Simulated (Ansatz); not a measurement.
An Ansatz input:

```yaml
crystal:
  lattice:
    - [0.0, 2.5131022434, 2.5131022434]
    - [2.5131022434, 0.0, 2.5131022434]
    - [2.5131022434, 2.5131022434, 0.0]
  atoms:
    - { symbol: Ni, position: [0.125, 0.125, 0.125], spin: 0.93 }
    - { symbol: Ni, position: [0.875, 0.875, 0.875], spin: 0.93 }
hamiltonian:
  xc: r2scan
  pseudopotentials:
    kind: paw
    azcp:
      Ni: "pseudopotentials/Ni.paw.azcp"
basis:
  ecutwfc: 500
  fft_grid_basis: typed
kpoints:
  mp_grid: { grid: [6, 6, 6], shift: [0, 0, 0] }
magnetization:
  spin_polarized: true
scf:
  occupations: { method: fermi_dirac, width: 0.1 }
output:
  write_density: true
  write_potential: true
  elf: true
  volumetric_format: npy
```

Output

```
Engine: ansatz 0.2.0, aarch64-unknown-linux-gnu
Pseudopotentials: kind: paw
Pseudopotential: Ni, paw, valence charge 18, recommended cutoff 500 eV (meta_gga) 
Functional definition: r2SCAN
  parameter k0 = 0.174
  parameter k1 = 0.065
  parameter a1 = 4.9479
  exchange = r2scan_x(k0 = k0, k1 = k1, a1 = a1)
  correlation = r2scan_c
Crystal: 2 atoms, lattice volume = 31.744 Å³
Basis set: ecut = 500 eV, 821 PW (Γ), exchange–correlation on 108×108×108 points (64 copies of the dense FFT grid, shifted against one another)
Bands: 23, of which v1, the nominal top of the filled ones, is band 18 counted from 1 (17 counted from 0)
Symmetry: 48 space group operations
Space group: Fd-3m (ITA 227), of the structure as read, at distance tolerance 3.2e-5 Å
Magnetic group: BNS 227.128 (UNI 1630), of the structure as read, at distance tolerance 3.2e-5 Å
k-points: 16 of 216
Non-local potential: Ni, projectors of the file, l = 0: 3, l = 1: 2, l = 2: 3, l = 3: 1
PAW form: soft (Blöchl's): semilocal exchange-correlation on the pseudo side does not see the compensation charge
PAW frozen core: Ni, regenerated for the run's functional (the file was generated under x = pbe(κ = 0.804, μ = 0.2195149727645171), c = pbe(β = 0.06672455060314922))
PAW one-centre angular grid: Ni, 590 points (default); XC on 160 Gauss nodes
Initial density: superposition of atomic densities (chi_scale 0.1, normalization cell)
Starting moments: Σ|m| = 1.86 μB on 2 of 2 sites
Initial wavefunctions: pseudopotential atomic-orbital guess
Functional: x = r2scan, c = r2scan; τ floored in thin density (d = 2e-4 eV/Å³)
iter 1 solved again at ethr=5.63e-4 eV; its pass at ethr=3.10e-3 eV (dr2=2.03e-1 eV) is discarded
SCF iter   1: F=—  HF=-11685.792940 eV  |F-HF|=—  |Δ(HF+E_count)|=         —  Δρ=4.44e-2 (↑4.44e-2 ↓2.27e-2)  dr2=2.99e-1  dr2_τ=7.59e-3  dr2_m=2.62e-1  M=1.954 μB ∫|m|=2.068 μB  β_m=1.00  ethr=5.63e-4  ⟨swp⟩=4.3  Hψ=4517  notcnv=0
Mixer restart at iter 1: flushing history
eigensolver tolerance schedule calibrated: the retry pair's looser diagonalisation under-reported the residual by θ = 0.32 (0.43/decade); ethr = c·dr2/N_el runs at the constant in force after the calibration composes with the one it found (an armed cap, an earlier calibration), c = 5.3e-3
spin=Collinear: Kerker preconditioning applied to the charge; magnetization (m = ρ↑ − ρ↓) channel mixes plain (no charge-response kernel on spin).
...
SCF iter  12: F=—  HF=-11688.085147 eV  |F-HF|=—  |Δ(HF+E_count)|=   1.33e-5  Δρ=5.59e-4 (↑1.83e-4 ↓5.59e-4)  dr2=3.79e-5  dr2_τ=3.99e-7  dr2_m=3.27e-5  M=1.656 μB ∫|m|=2.007 μB  β_m=1.00  ethr=7.98e-8  ⟨swp⟩=2.1  Hψ=1333  notcnv=0  κ⁻¹=3.2e-6(r=8)
SCF iter  13: F=—  HF=-11688.085162 eV  |F-HF|=—  |Δ(HF+E_count)|=   1.49e-5  Δρ=1.62e-4 (↑6.07e-5 ↓1.62e-4)  dr2=5.11e-6  dr2_τ=2.38e-8  dr2_m=1.42e-6  M=1.656 μB ∫|m|=2.008 μB  β_m=1.00  ethr=5.60e-9  ⟨swp⟩=3.0  Hψ=1579  notcnv=0  κ⁻¹=1.3e-6(r=8)
SCF iter  14: F=—  HF=-11688.085180 eV  |F-HF|=—  |Δ(HF+E_count)|=   1.79e-5  Δρ=2.96e-5 (↑2.96e-5 ↓2.96e-5)  dr2=3.52e-7  dr2_τ=6.82e-9  dr2_m=7.76e-9  M=1.656 μB ∫|m|=2.009 μB  β_m=1.00  ethr=7.55e-10  ⟨swp⟩=3.1  Hψ=1805  notcnv=0  κ⁻¹=1.0e-6(r=8)
SCF iter  15: F=—  HF=-11688.085185 eV  |F-HF|=—  |Δ(HF+E_count)|=   5.05e-6  Δρ=1.09e-5 (↑1.09e-5 ↓1.01e-5)  dr2=5.68e-8  dr2_τ=5.65e-10  dr2_m=4.34e-10  M=1.656 μB ∫|m|=2.010 μB  β_m=1.00  ethr=5.20e-11  ⟨swp⟩=3.8  Hψ=2128  notcnv=0  κ⁻¹=3.5e-8(r=8)
SCF iter  16: F=—  HF=-11688.085185 eV  |F-HF|=—  |Δ(HF+E_count)|=   2.24e-7  Δρ=1.77e-5 (↑9.94e-6 ↓1.77e-5)  dr2=1.22e-7  dr2_τ=2.25e-10  dr2_m=5.61e-9  M=1.656 μB ∫|m|=2.010 μB  β_m=1.00  ethr=8.38e-12  ⟨swp⟩=3.0  Hψ=1684  notcnv=0  κ⁻¹=8.1e-8(r=8)
SCF iter  17: F=-11688.085185 eV  HF=-11688.085185 eV  |F-HF|=2.71e-10  |Δ(HF+E_count)|=   2.80e-7  Δρ=2.50e-6 (↑2.50e-6 ↓1.19e-6)  dr2=1.75e-9  dr2_τ=1.44e-11  dr2_m=2.02e-10  M=1.656 μB ∫|m|=2.010 μB  ethr=8.38e-12  ⟨swp⟩=2.1  Hψ=3115  notcnv=0
SCF 1 converged in 17 iterations: F = -11688.085185 eV  dr2 = 1.75e-9
this state was not tested for a lower state beside it, because the mixer in use, unlike msr1, does not test its closes by its own steps (another_mixer; see scf.mixing.algorithm and scf.lower_state_search)
SCF converged after 17 iterations
Magnetization: 1.6560 μB (18.8280 up, 17.1720 down)
Absolute magnetization: 2.0111 μB (∫|ρ↑−ρ↓|, with the PAW one-centre terms)
Spin contamination: 0.0491 ħ² per cell (⟨S²⟩ above its minimum at these occupations)
Per-site moments (μB) at R_I (Å): [(0.9029684861931728, 0.897769283850476), (0.902968486193173, 0.897769283850476)]
Free energy (F): -11688.085185 eV
Harris-Foulkes:  -11688.085185 eV  (|F-HF|=2.71e-10)
Internal energy: -11687.995613 eV  (E = F + TS)
E sigma→0 (E₀):  -11688.040399 eV
Entropy (-TS):   -0.089572 eV (-44.786 meV/atom)
Fermi energy:    11.153812 eV
--- Per-component energies (eV) ---
  E_band       = -871.610422
  E_kinetic    = 563.674295
  E_local      = -8801.047459  (includes V_loc(G=0)·N_el)
  E_nonlocal   = 1287.614585
  E_hartree    = 3710.887719
  E_xc         = -154.086531
  E_vxc        = -228.965505  (∫ρ·V_xc dr)
  E_paw        = -3294.238847  (= ΣΔE_a)
  E_vpaw       = -1131.882114  (= ΣTr[D̂ρ^β])
  E_aug_tail   = 0.000469  (compensation charges beyond the density's cutoff)
  E_vtau       = 17.215319  (kinetic-family band-sum trace: ∫τ·v_τ [+ j·A + Jᵃ·Aᵃ] dr)
  E_ewald      = -5000.199707
  E_core_change = -0.600137  (= ΣΔE_core)
  E_smearing   = -0.089572  (= −TS)
  E_closure    = 0.000000  (closes the sum)
  Σ components = -11688.085185   (vs F -11688.085185, Δ=0.00e0)
--- Band table (eV; the first three rows and the last of 32) ---
  k-point 0 ↑: bands = ["-96.7959", "-96.6782", "-55.7742", "-55.7742", "-55.7742", "-55.5344", "-55.5344", "-55.5344", "4.0122", "7.3755", "7.3755", "7.3755", "7.3871", "7.3871", "8.9242", "8.9242", "8.9242", "9.9732", "9.9732", "23.3888", "23.3888", "23.3888", "23.8685"]
  k-point 1 ↑: bands = ["-96.7900", "-96.6840", "-55.7804", "-55.7804", "-55.7713", "-55.5382", "-55.5283", "-55.5283", "4.5322", "7.1972", "7.1972", "7.4043", "7.6500", "7.6500", "8.7866", "8.9256", "8.9256", "9.9611", "9.9611", "18.5616", "21.6960", "21.6960", "24.7101"]
  k-point 2 ↑: bands = ["-96.7759", "-96.6981", "-55.7919", "-55.7919", "-55.7652", "-55.5459", "-55.5169", "-55.5169", "5.8863", "7.2218", "7.2218", "7.5052", "7.6878", "7.6878", "8.6408", "9.0978", "9.0978", "9.8832", "9.8832", "13.9851", "20.4584", "20.4584", "24.1409"]
  k-point 15 ↓: bands = ["-95.2543", "-95.2543", "-54.3758", "-54.3758", "-54.1977", "-54.1977", "-54.0178", "-54.0178", "7.8686", "7.8686", "8.5879", "8.5879", "9.0546", "9.0546", "9.6200", "9.6200", "11.5175", "11.5175", "12.8360", "12.8360", "14.3357", "14.3357", "23.7811"]
```

Launched by

```sh
ansatz run input.yaml --threads 4 --pin off --max-ram 8192MiB --backend cpu --events-out ev --progress --plain --runs-dir out
```

On 4 threads of Arm Neoverse V1 (shared host) this took about 3 s of wall time and 10 s of CPU time, with 0.37 GiB at the peak.
